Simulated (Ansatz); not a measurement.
One crystal and one scan (frozen-phonon scan) at two levels, PBE (plane waves to 420 eV, PAW, scalar-relativistic; Ansatz, a program for electronic structure) and LDA (plane waves to 420 eV, PAW, scalar-relativistic; Ansatz), each from its own relaxed cell and on its own mesh. The cell shown is that of PBE.

Sb (space group R-3m)

```yaml
crystal:
  lattice:
    - [4.37432, 2.52551, 7.69342]
    - [0.00000, 2.52551, 7.69342]
    - [2.18716, -1.26276, 7.69342]
  atoms:
    - { symbol: Sb, position: [0.86637, 0.26727, 0.26727] }
    - { symbol: Sb, position: [0.36637, 0.26727, 0.26727] }
    - { symbol: Sb, position: [0.63363, 0.73273, 0.73273] }
    - { symbol: Sb, position: [0.13363, 0.73273, 0.73273] }
```

A phonon eigenvector at T = (0.5, 0.5, 0.5) is frozen into this cell: atom i moves by Q times the vector below, so Q is the largest atomic displacement, in Å. The cell is held. It is one choice among 2 degenerate patterns. (q is in reciprocal vectors of the primitive cell; the cell shown is doubled to hold the pattern.)

```
atom      x       y      z
----  -----  ------  -----
Sb1   0.000   1.000  0.000
Sb2   0.000  -1.000  0.000
Sb3   0.000   1.000  0.000
Sb4   0.000  -1.000  0.000
```

Sb was relaxed with its symmetry unable to fall. Spin-orbit coupling is left out, though Sb is heavy. With partly filled bands, energies and forces of such displacements shift with the k mesh and the smearing. Percentages come from the unrounded values.

Results of PBE:

| Property | Result |
|---|---|
| Lattice constant a (Å) | 4.374 |
| Lattice constant c (Å) | 11.54 |
| Relaxed volume (Å³/atom) | 31.87 |
| Harmonic wavenumber from the curvature (finite differences) (cm⁻¹ (negative: imaginary)) | 145 |
| Shape of the curve | a single well with its minimum at or next to zero displacement |

### Question
What does LDA give for the same quantities?

### Answer
```tsv
quantity	LDA	PBE − LDA
Lattice constant a (Å)	4.293	+0.081 (+1.9 %)
Lattice constant c (Å)	10.96	+0.58 (+5.3 %)
Relaxed volume (Å³/atom)	29.16	+2.71 (+9.3 %)
Harmonic wavenumber from the curvature (finite differences) (cm⁻¹ (negative: imaginary))	147	-2 (-2 %)
```

PBE gives the higher value for: lattice constant a; lattice constant c; relaxed volume. Both give the same shape of the curve: a single well with its minimum at or next to zero displacement.

(A displaced cell: forces are minus the slopes of the energy, force constants its curvatures, and phonons follow from these.)
